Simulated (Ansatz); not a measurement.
**Structures of Zn3S: which is lowest?**

Plane-wave DFT in Ansatz with scalar-relativistic PAW potentials, cutoff 420 eV, Γ-centred meshes chosen by cell and gap, Gaussian smearing with energies taken to zero width. Every cell was relaxed (cell and atoms) in a run of its own, within the symmetry of its start. Functional: PBE.

Relaxed structures (starts from databases or built by putting these elements on another compound's sites):
A. I4/mmm, 4 atoms in the computed cell, a = 3.542 Å, c = 11.565 Å; sites (symmetry × multiplicity) Zn -4m2 × 4 + 4/mmm × 2, S 4/mmm × 2; start: built
B. Pm-3m, 4 atoms in the computed cell, a = 4.047 Å; sites (symmetry × multiplicity) Zn 4/mm.m × 3, S m-3m × 1; start: built

Q: Rank them by energy. Could pressure change the order?

A:
| structure | group | E − E(lowest) (meV/atom) | V (Å³/atom) | gap on mesh (eV) |
| --- | --- | --- | --- | --- |
| A | I4/mmm | 0.0 | 18.14 | 0.00 |
| B | Pm-3m | 152 | 16.57 | 0.00 |

A is lowest, 152 meV/atom under B. B is denser by 1.57 Å³/atom, so pressure favours it: ΔE/ΔV, with ΔE in eV and 1 eV/Å³ = 160.2 GPa, gives about 15 GPa for equal enthalpy if both cells were rigid; at such pressures compression changes ΔV much, so this is a scale only. Other structures may lie lower than all of these, and vibrations aren't counted.

Spin polarisation was left out, and a magnetic state may lie lower.